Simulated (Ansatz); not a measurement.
In the program Ansatz at the PBEsol level (PAW), MoPt in the rock salt structure (Fm-3m) relaxes to a = 5.182 Å. Pt has 6 nearest neighbours from 2.59 Å (octahedral); Mo has 6 nearest neighbours from 2.59 Å (octahedral). Against the elements it lies at 0.77 eV/atom, with no fitted shifts.

Electronic character: metallic (no gap). Gap from PBEsol with spin–orbit coupling: none (metallic).

An equation-of-state fit gives a bulk modulus of 220 GPa. The relaxed-ion elastic constants in GPa are C11 = 277, C12 = 192, C44 = 6.4. The elastic constants imply a Debye temperature near 138 K. The highest mode at Γ lies at 118 cm⁻¹.

The start of the workflow was typed in or built on a structure type; neither database checked (COD, Materials Project) lists it. Whether it is the stable phase at ambient conditions was not checked. The PBEsol relaxation kept the symmetry of its start; its stability against distortions is not shown here. No spin polarisation was allowed. Its formation energy is positive at this level, so the cell may be metastable or incomplete. As this level gives no gap, shear constants depend on the k-mesh and smearing (Fermi–Dirac, 0.1 eV here). As this level gives no gap, phonon frequencies hold no LO–TO term and depend on the k-mesh and smearing (Fermi–Dirac, 0.1 eV here). The references are the lowest solids computed at this level, not always the standard phases. Spin–orbit coupling is left out wherever it is not named.

Potentials: the earlier of the program's two PAW sets. The files were generated under PBE; for other functionals the program regenerates the frozen cores, and for LDA and PBEsol the local potential too.
